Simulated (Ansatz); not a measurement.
## Relaxing CaAu₅

Theory: DFT r2SCAN, scalar-relativistic, plane waves, PAW (Ansatz). Run with 500 eV cutoff, 8×8×8 k-mesh, Gaussian smearing of 0.10 eV, no spin polarisation.

What was changed: relaxed at 4 GPa.

Spin–orbit coupling is left out, which can shift energies with elements as heavy as these.

Command:

```bash
ansatz run input.yaml --threads 1 --pin off --max-ram 2560MiB --backend cpu --events-out ev --progress --plain --runs-dir out
```

Input:

```yaml
crystal:
  lattice:
    - [0.0, 3.8539147579, 3.8539147579]
    - [3.8539147579, 0.0, 3.8539147579]
    - [3.8539147579, 3.8539147579, 0.0]
  atoms:
    - { symbol: Ca, position: [0.0, 0.0, 0.0] }
    - { symbol: Au, position: [0.75, 0.75, 0.75] }
    - { symbol: Au, position: [0.3753003541, 0.8740989377, 0.3753003541] }
    - { symbol: Au, position: [0.3753003541, 0.3753003541, 0.8740989377] }
    - { symbol: Au, position: [0.3753003541, 0.3753003541, 0.3753003541] }
    - { symbol: Au, position: [0.8740989377, 0.3753003541, 0.3753003541] }
basis:
  ecutwfc: 500
kpoints:
  mp_grid: { grid: [8, 8, 8] }
hamiltonian:
  xc: r2scan
scf:
  occupations: { method: gaussian, width: 0.1 }
output:
  forces: true
  stress: true
  eigenvalues: true
relax:
  adjacent_minimum: "off"
  f_tol: 0.008
  max_steps: 50
  cell: { stress_tol: 0.08, p_target: 4.0 }
```

F is the free energy. Steps run on the plane waves of an earlier cell, but the last one, and at times one on the way, on a freshly chosen basis, so a repeated geometry can differ a little in energy. The relaxation lowers the enthalpy F + PV at the target pressure, so F itself can rise.

Steps:

```csv
step,F − F(1) (eV),largest force component (eV/Å),V (Å³/atom),P (GPa)
1,0.0000,0.004,19.080,4.13
2,-0.0061,0.006,19.122,3.83
3,-0.0028,0.000,19.099,4.00
4,-0.0028,0.000,19.099,4.00
```

Relaxed structure:

```cif
data_structure
_symmetry_space_group_name_H-M 'P 1'
_symmetry_Int_Tables_number 1
_cell_length_a 5.4520
_cell_length_b 5.4520
_cell_length_c 5.4520
_cell_angle_alpha 60.000
_cell_angle_beta 60.000
_cell_angle_gamma 60.000
_cell_volume 114.59
loop_
_atom_site_label
_atom_site_type_symbol
_atom_site_fract_x
_atom_site_fract_y
_atom_site_fract_z
_atom_site_occupancy
Ca1 Ca 0.00000 0.00000 0.00000 1
Au1 Au 0.75000 0.75000 0.75000 1
Au2 Au 0.37529 0.87414 0.37529 1
Au3 Au 0.37529 0.37529 0.87414 1
Au4 Au 0.37529 0.37529 0.37529 1
Au5 Au 0.87414 0.37529 0.37529 1
```

The structure is cubic, space group F-43m (No. 216). Conventional cell: a = 7.710 Å, b = 7.710 Å, c = 7.710 Å, α = 90.00°, β = 90.00°, γ = 90.00°. Around Ca (site symmetry -43m) lie 16 Au at 3.20 to 3.34 Å. Au (site symmetry -43m) has 12 Au at 3.20 Å and 4 Ca at 3.34 Å as nearest neighbours. Around Au (site symmetry 3m) lie 6 Au at 2.72 to 2.73 Å.

The run converged. The run took 100 s on 1 thread of Intel(R) Xeon(R) Platinum 8488C (Sapphire Rapids), with other jobs on the host, peak memory 0.76 GiB.